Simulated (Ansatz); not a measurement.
Suppose GaBTe3 takes space group P4mm (No. 99), with Ga on 1a; B on 1a; Te on 2c and 1a.

Level of theory: DFT PBE, scalar-relativistic, plane waves, PAW (Ansatz 0.2.0). Cutoff 420 eV, Γ-centred mesh, Gaussian smearing, no spin polarisation.

Energies over the elements count from the elements' standard structures at the same level, with no fitted energy shifts.

Task: Give the relaxed lattice parameters and positions.

Result:

Space group P4mm (No. 99). a = 4.580 Å, b = 4.580 Å, c = 8.539 Å, α = 90.00°, β = 90.00°, γ = 90.00°
```csv
atom,site,symmetry,x,y,z
Ga,1a,4mm,0.0000,0.0000,0.8609
B,1a,4mm,0.0000,0.0000,0.2693
Te,2c,2mm.,0.0000,0.5000,0.1343
Te,1a,4mm,0.0000,0.0000,0.5182
```

Ga has 1 Te at 2.93 Å, 4 Te at 3.27 Å and 1 B at 3.49 Å; around B lie 1 Te at 2.13 Å, 4 Te at 2.56 Å and 1 Ga at 3.49 Å; around Te on a site of symmetry 2mm lie 2 B at 2.56 Å, 4 Te at 3.24 Å and 2 Ga at 3.27 Å; Te on a site of symmetry 4mm has 1 B at 2.13 Å and 1 Ga at 2.93 Å. Another local minimum with the same sites may exist.

Task: And its energy and gap?

Result: The energy over the elements is +0.61 eV/atom. The gap on the 8×8×6 mesh of the 5-atom cell is 0 eV (a metal). It can't be a ground state, since the elements alone are lower.

The last run used Gaussian smearing of 0.10 eV. These runs have no spin–orbit coupling, which can matter for Te. The reference form of Te is held partly by dispersion forces, which this level lacks. Symmetry constrained the relaxation, so the result can be a saddle point. Another cell of GaBTe3 relaxed alike, in Pm-3m, lies 27 meV/atom lower, so this cell isn't the stable form at this level.
